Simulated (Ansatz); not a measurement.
Here is the system:

RbH:
```xyz
2
Lattice="0.0000 2.8932 2.8932 2.8932 0.0000 2.8932 2.8932 2.8932 0.0000" Properties=species:S:1:pos:R:3 pbc="T T T"
Rb     2.8932     2.8932     2.8932
H      0.0000     0.0000     0.0000
```

This is the LDA-relaxed structure.

### Question
All from the program Ansatz at the LDA level (PAW), unless another level is named. Predict the vibrational entropy at 300 K.

### Answer
30.6 J/(K·mol of atoms).

### Question
Give the Young's modulus.

### Answer
24.6 GPa.

### Question
Next, the zero-point energy?

### Answer
61.4 meV/atom.

### Question
And the elastic constants (relaxed ions, GPa)?

### Answer
C11 = 35.2, C12 = 4.5, C44 = 7.6.

Space group Fm-3m (rock salt). The first step of the workflow began from a Materials Project structure, measured or hypothetical; the Crystallography Open Database files this formula in space group No. 225, but the cells were not matched. Whether it is the stable phase at ambient conditions was not checked. The cell was relaxed with LDA under the symmetry of its start; phonons on a q-mesh show no instability.

Potentials: the later of the program's two PAW sets.
